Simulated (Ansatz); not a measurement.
TaCo$_{3}$, in the lowest of the structures calculated here: R-3m, hexagonal axes (No. 166), hR12; a = b = 5.0929 Å, c = 18.5112 Å, α = β = 90.00°, γ = 120.00°; Ta 3a (0.000, 0.000, 0.000); Ta 6c (0.000, 0.000, 0.219); Co 9e (0.000, 0.500, 0.000); Co 18h (0.176, 0.352, 0.110). These are PBEsol (plane waves to 420 eV, PAW, scalar-relativistic; Ansatz, an electronic-structure program) values and carry that method's errors. Element references, the lowest calculated here: Co (P6₃/mmc, ferromagnetic), Ta (Im-3m).

Total energies (eV/atom, σ → 0; comparable only within this code, potentials and settings):

```tsv
phase	E (eV/atom)
TaCo3 (R-3m)	-6271.650
Co (P6₃/mmc)	-5092.993
Ta (Im-3m)	-9806.499
```

What is the formation energy of this R-3m form of TaCo3 from the elements?

E_f = -6271.650 − [1 × (-9806.499) + 3 × (-5092.993)] / 4 = -0.28 eV/atom (-1.1 eV per formula unit).

Static energies, no anion corrections, no zero-point energy. Values are rounded to 0.01 eV/atom. Spin-orbit coupling is missing from these energies, which matters for elements this heavy. The compounds carry no spin polarisation. A magnetic state may lie lower.
